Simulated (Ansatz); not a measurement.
**As: computed property card**

As (diamond, Fd-3m), a = b = c = 6.0012 Å, α = β = γ = 90.00°; the cell used has 2 atoms.

Space group Fd-3m (No. 227), diamond; conventional cell a = 6.0012 Å, b = 6.0012 Å, c = 6.0012 Å, α = 90.00°, β = 90.00°, γ = 90.00°.

Method: PBEsol in the plane-wave PAW code Ansatz. Structure relaxed to zero pressure with the same functional. Other levels are named where they apply.

### Cell and energy

| Quantity | Value |
|---|---|
| Volume per atom | 27.02 Å³ |
| Density | 4.61 g/cm³ |

### Electronic structure

| Item | Value |
|---|---|
| Electronic character | metallic (no gap) |
| Density of states at the Fermi level | 0.52 states/eV per atom (mean over ±0.08 eV) |
| Gap with spin–orbit coupling | none (metallic) |

### Mechanics

| Item | Value |
|---|---|
| Bulk modulus (Birch–Murnaghan fit) | 50.3 GPa |
| Pressure derivative B′ | 4.2 |
| Elastic constants (relaxed ions, GPa) | C11 = 38.5, C12 = 58.8, C44 = -35.2 |
| Mechanical stability | unstable (C has a negative eigenvalue) |

### Phonons

| Item | Value |
|---|---|
| Highest zone-centre frequency | 25.0 meV |
| Zone-centre stability | no imaginary mode at Γ |

The start of the workflow was typed in or built on a structure type; neither database checked (COD, Materials Project) lists it. It is not the phase usual at ambient conditions (space group No. 166). The cell was relaxed with PBEsol under the symmetry of its start. As this level gives no gap, shear constants depend on the k-mesh and smearing (Fermi–Dirac, 0.1 eV here). As this level gives no gap, phonon frequencies hold no LO–TO term and depend on the k-mesh and smearing (Fermi–Dirac, 0.1 eV here). Spin–orbit coupling is left out wherever it is not named.

Potentials: the later of the program's two PAW sets.
